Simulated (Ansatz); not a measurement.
KI (rock salt), relaxed and computed with several functionals in Ansatz (plane waves, PAW).

```
functional  a (Å)  gap (eV)  B₀ by P(V) fit (GPa)
----------  -----  --------  --------------------
PBE         7.182      3.86                  10.6
LDA         6.817      3.87                  16.0
HSE06       7.144      4.88                  11.1
r²SCAN      7.092      4.58                  12.4
```

All cells were relaxed under the symmetry of their starts (and spin orders); stability against distortions was not tested throughout. Scalar-relativistic: spin–orbit coupling is off unless named, which matters more the heavier the elements.

Potentials: the later of the program's two PAW sets.

Ansatz (a program for electronic structure) is a plane-wave DFT program.
